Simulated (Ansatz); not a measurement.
**Be3WN4 (I-42m)**

These are results of DFT PBE, scalar-relativistic, plane waves, PAW (Ansatz), not measurements.

Plane waves to 420 eV, a k mesh through Γ of 8×8×8 on the computed 8-atom cell and Gaussian smearing (0.02 eV); no spin polarisation.

The structure is relaxed at this level of theory with its symmetry kept, and needn't be the ground state of this composition.

```yaml
crystal:
  lattice:
    - [-2.08724, 2.08724, 4.15333]
    - [2.08724, -2.08724, 4.15333]
    - [2.08724, 2.08724, -4.15333]
  atoms:
    - { symbol: Be, position: [0.25000, 0.75000, 0.50000] }
    - { symbol: Be, position: [0.75000, 0.25000, 0.50000] }
    - { symbol: Be, position: [0.50000, 0.50000, 0.00000] }
    - { symbol: W, position: [0.00000, 0.00000, 0.00000] }
    - { symbol: N, position: [0.61152, 0.61152, 0.48182] }
    - { symbol: N, position: [0.87030, 0.38848, 0.00000] }
    - { symbol: N, position: [0.38848, 0.87030, 0.00000] }
    - { symbol: N, position: [0.12970, 0.12970, 0.51818] }
```

| Property | Result |
| --- | --- |
| Space group | I-42m (No. 121) |
| Volume per atom | 9.05 Å³ |
| Formation energy from the elements' standard states (uncorrected) | -0.794 eV/atom |
| Kohn–Sham band gap | 3.14 eV |
| Orbital (Löwdin) character of the top 1 eV of the valence band | N 2p 88 %, unprojected 4 % |
| Orbital (Löwdin) character of the lowest 1 eV of the conduction band | W 5d 58 %, N 2p 28 %, unprojected 9 % |
| Bader charge by site (e) | Be (2 in the cell) 1.69, Be (1 in the cell) 1.69, W (1 in the cell) 2.41, N (4 in the cell) -1.87 |

Spin-orbit coupling is left out, which matters for the bands of heavy elements.

The cell was found from a structure generator's guess, not taken from experiment. Kohn–Sham gaps at this level usually fall short of measured ones. Löwdin shares on free-atom orbitals overweight diffuse shells in the empty bands.
